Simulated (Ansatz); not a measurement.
Hf (hcp, Mg type)

```xyz
2
Lattice="3.1979 0.0000 0.0000 -1.5990 2.7695 0.0000 0.0000 0.0000 5.0473" Properties=species:S:1:pos:R:3 pbc="T T T"
Hf     0.0000     1.8463     3.7855
Hf     1.5990     0.9232     1.2618
```

Equation-of-state scan: isotropic scaling of the cell above, V₀ being its volume. Symmetry pins the atoms to their sites.

Level of theory: r2SCAN (plane waves to 500 eV, PAW, scalar-relativistic; Ansatz, a program for electronic structure). k mesh 17×17×9 (Γ-centred), Fermi-Dirac smearing 0.05 eV. Energies are smeared free energies. Stress and pressure are positive under compression. With the shape held, the modulus is that of even scaling; a crystal free to change shape is softer. Hf is run without spin polarisation. Hf was relaxed with its symmetry unable to fall. Spin-orbit coupling is left out, though Hf is heavy. ΔE is measured from the relaxed starting cell. The last digit holds for this mesh only.

```json
[
 {"V (Å³/atom)": "18.775", "ΔE (meV/atom)": "252.6"},
 {"V (Å³/atom)": "19.669", "ΔE (meV/atom)": "133.2"},
 {"V (Å³/atom)": "20.563", "ΔE (meV/atom)": "55.6"},
 {"V (Å³/atom)": "21.457", "ΔE (meV/atom)": "13.1"},
 {"V (Å³/atom)": "22.351", "ΔE (meV/atom)": "0.0"},
 {"V (Å³/atom)": "23.245", "ΔE (meV/atom)": "withheld"},
 {"V (Å³/atom)": "24.139", "ΔE (meV/atom)": "44.2"},
 {"V (Å³/atom)": "25.033", "ΔE (meV/atom)": "94.2"},
 {"V (Å³/atom)": "25.927", "ΔE (meV/atom)": "159.1"}
]
```

### Question
Fit a third-order Birch-Murnaghan form (E₀, V₀, B₀, B₀′ free) to the given rows and predict ΔE at V = 23.245.

### Answer
Least squares on the 8 given rows: ΔE = E₀ + (9V₀B₀/16)·y²·[2 + (B₀′ − 4)y], y = (V₀/V)^(2/3) − 1, with V₀ = 22.351 Å³/atom, B₀ = 110.6 GPa (160.2 GPa = 1 eV/Å³; the term in eV is multiplied by 1000), B₀′ = 3.31, E₀ = 0.00 meV/atom; root-mean-square residual 0.05 meV/atom. At 23.245 the fit gives 11.7 meV/atom; the calculation gives 11.7 meV/atom, the same to the digits shown. For the pressure the fit gives -4.1 GPa against the computed -4.1 GPa.

(A scan under strain: stresses follow from slopes of the energy per volume, elastic moduli from its curvatures.)
